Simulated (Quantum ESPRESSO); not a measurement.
# Band energies of Rh

```
CELL_PARAMETERS angstrom
      0.00000     1.90298     1.90298
      1.90298     0.00000     1.90298
      1.90298     1.90298     0.00000
ATOMIC_POSITIONS crystal
  Rh 0.00000 0.00000 0.00000
```

PBEsol (Quantum ESPRESSO, PseudoDojo norm-conserving, 88 Ry, no spin-orbit coupling); path ΓXWKΓLUWLK,UX; energies in eV from the Fermi level.

| k (1/Å) | point | band 4 | band 5 | band 6 | band 7 | band 8 | band 9 | band 10 | band 11 |
|---|---|---|---|---|---|---|---|---|---|
| 0.00 | Γ | -46.32 | -8.04 | -3.09 | -3.09 | -3.09 | -0.98 | -0.98 | 16.10 |
| 0.83 |  | -46.45 | -5.70 | -4.69 | -1.94 | -1.47 | -1.47 | -0.25 | 18.36 |
| 1.65 | X | -46.59 | -6.33 | -5.96 | 0.56 | 0.99 | 0.99 | 3.17 | 12.18 |
| 2.48 | W | -46.59 | -5.03 | -3.82 | -3.82 | -1.20 | 0.99 | 9.55 | 9.55 |
| 2.59 |  | -46.59 | -5.06 | -4.22 | -3.39 | -1.14 | 0.95 | 8.93 | 9.71 |
| 3.06 | K | -46.53 | -5.52 | -4.78 | -2.09 | -0.68 | 0.38 | 7.80 | 8.54 |
| 3.47 |  | -46.45 | -4.57 | -3.70 | -3.61 | -1.69 | -0.62 | 4.53 | 12.17 |
| 4.30 |  | -46.34 | -6.84 | -3.61 | -2.66 | -2.64 | -1.47 | -0.72 | 17.51 |
| 4.81 | Γ | -46.32 | -8.04 | -3.09 | -3.09 | -3.09 | -0.98 | -0.98 | 16.10 |
| 5.12 |  | -46.33 | -7.59 | -3.27 | -2.92 | -2.92 | -1.06 | -1.06 | 16.71 |
| 5.93 |  | -46.41 | -6.06 | -3.04 | -3.04 | -0.80 | 0.20 | 0.20 | 10.46 |
| 6.24 | L | -46.42 | -6.15 | -3.16 | -3.16 | 0.58 | 0.58 | 0.64 | 8.56 |
| 6.75 |  | -46.46 | -5.33 | -3.88 | -2.32 | -2.30 | 0.41 | 4.66 | 8.37 |
| 7.25 | U | -46.53 | -5.52 | -4.78 | -2.09 | -0.68 | 0.38 | 7.80 | 8.54 |
| 7.60 |  | -46.57 | -5.16 | -4.52 | -2.95 | -1.01 | 0.82 | 8.44 | 9.33 |
| 7.84 | W | -46.59 | -5.03 | -3.82 | -3.82 | -1.20 | 0.99 | 9.55 | 9.55 |
| 8.37 |  | -46.49 | -4.89 | -4.26 | -2.85 | -1.85 | 0.37 | 5.76 | 8.37 |
| 9.00 | L | -46.42 | -6.15 | -3.16 | -3.16 | 0.58 | 0.58 | 0.64 | 8.56 |
| 9.09 |  | -46.42 | -6.12 | -3.19 | -3.13 | -0.03 | 0.57 | 1.29 | 8.55 |
| 9.83 |  | -46.51 | -5.26 | -4.39 | -2.60 | -1.17 | 0.28 | 7.23 | 8.39 |
| 10.01 | K | -46.53 | -5.52 | -4.78 | -2.09 | -0.68 | 0.38 | 7.80 | 8.54 |
| 10.01 | U | -46.53 | -5.52 | -4.78 | -2.09 | -0.68 | 0.38 | 7.80 | 8.54 |
| 10.60 | X | -46.59 | -6.33 | -5.96 | 0.56 | 0.99 | 0.99 | 3.17 | 12.18 |

A metal at this level: along this path bands 7, 8, 9, 10 cross the Fermi level.

Spin-orbit splittings are left out.

Geometry of the Materials Project entry, not relaxed at this level.
